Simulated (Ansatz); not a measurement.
## CuI: projected DOS by orbital

```yaml
crystal:
  lattice:
    - [0.00000, 3.03150, 3.03150]
    - [3.03150, 0.00000, 3.03150]
    - [3.03150, 3.03150, 0.00000]
  atoms:
    - { symbol: Cu, position: [0.75000, 0.75000, 0.75000] }
    - { symbol: I, position: [0.00000, 0.00000, 0.00000] }
```

Atoms are numbered in the order listed.

The cell is COD entry 9004456, as deposited and not checked against the literature; nothing was relaxed. It differs from other determinations.

No spin–orbit coupling, which matters for the heavy atoms here.

Theory: Ansatz 0.2.0, DFT, PBE, all-electron LAPW, scalar-relativistic.

The runs use a Γ-centred 12×12×12 k mesh, Fermi–Dirac smearing of 0.08 eV, basis error target 0.5 meV/atom, no spin polarisation.

States per eV for one atom of each kind, in 0.4 eV bins named by their centres, from the valence-band top, projected on a minimal set of Löwdin-orthogonalised atomic shells; orbitals are real harmonics on the Cartesian axes, equal curves share a column, and empty bins are left out, as is all above 4.6 eV, near the top of the computed bands.

Cu1 3d:

```
# E all dz2=dx2-y2 dxz=dyz=dxy
-13.2 0.04 0.00 0.01
-5.6 0.01 0.01 0.00
-5.2 0.14 0.03 0.03
-4.8 0.08 0.00 0.03
-4.4 0.26 0.05 0.05
-4.0 0.54 0.05 0.14
-3.6 1.91 0.10 0.57
-2.0 8.85 2.91 1.01
-1.6 6.17 1.17 1.28
-1.2 3.73 0.42 0.96
-0.8 2.19 0.18 0.61
-0.4 0.73 0.03 0.22
0.0 0.10 0.00 0.03
2.4 0.01 0.00 0.00
2.8 0.01 0.00 0.00
3.2 0.04 0.01 0.01
3.6 0.02 0.01 0.00
4.0 0.01 0.00 0.00
4.4 0.01 0.00 0.00
```

I2 5p:

```
# E all pz=px=py
-5.6 0.37 0.12
-5.2 2.44 0.81
-4.8 0.46 0.15
-4.4 1.33 0.44
-4.0 1.91 0.64
-3.6 4.27 1.42
-2.0 0.04 0.01
-1.6 0.26 0.09
-1.2 0.83 0.28
-0.8 0.97 0.32
-0.4 0.47 0.16
0.0 0.08 0.03
2.0 0.01 0.00
2.4 0.08 0.03
2.8 0.15 0.05
3.2 0.36 0.12
3.6 0.23 0.08
4.0 0.12 0.04
4.4 0.06 0.02
```

Cu1 4s:

```
# E all
-13.2 0.05
-5.6 0.10
-5.2 0.72
-4.8 0.10
-4.4 0.06
-4.0 0.05
-3.6 0.01
-2.0 0.02
-1.6 0.06
-1.2 0.04
-0.8 0.03
-0.4 0.01
1.6 0.02
2.0 0.05
2.4 0.28
2.8 0.42
3.2 0.84
3.6 0.53
4.0 0.26
4.4 0.12
```

I2 5s:

```
# E all
-13.2 1.96
-5.2 0.04
-4.8 0.02
-4.4 0.01
-4.0 0.01
-2.0 0.01
-1.6 0.06
-1.2 0.04
-0.8 0.02
-0.4 0.01
1.6 0.01
2.0 0.01
2.4 0.05
2.8 0.06
3.2 0.07
3.6 0.03
4.0 0.01
```
